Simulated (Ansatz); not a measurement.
According to plane-wave PAW PBEsol (Ansatz code), SiGe in the orthorhombic phase (Pmma; Si on 2e, Ge on 2f) relaxes to a = 3.920 Å, b = 3.926 Å, c = 5.534 Å. Si has 4 nearest neighbours from 2.37 Å (tetrahedral); Ge has 4 nearest neighbours from 2.40 Å (tetrahedral). Its formation energy from the elements is 0.013 eV/atom, with no fitted shifts.

The Kohn–Sham gap is 0.27 eV (indirect). Gap from PBEsol with spin–orbit coupling: 0.23 eV. Electrons at the band edge weigh 0.30, 0.42, 0.62 mₑ (principal values). The hole mass is 0.058, 0.23, 2.0 mₑ (principal values).

An equation-of-state fit gives a bulk modulus of 81.1 GPa. The elastic constants imply a Debye temperature near 449 K. Without the LO–TO term the highest mode at Γ lies at 480 cm^-1.

The start of the workflow was typed in or built on a structure type; neither database checked (COD, Materials Project) lists it. Its standing as an ambient phase is unchecked. The PBEsol relaxation kept the symmetry of its start; its stability against distortions is not shown here. The references are the lowest solids computed at this level, not always the standard phases. Spin–orbit coupling is left out wherever it is not named.

Potentials: the earlier of the program's two PAW sets. The files were generated under PBE; for other functionals the program regenerates the frozen cores, and for LDA and PBEsol the local potential too.
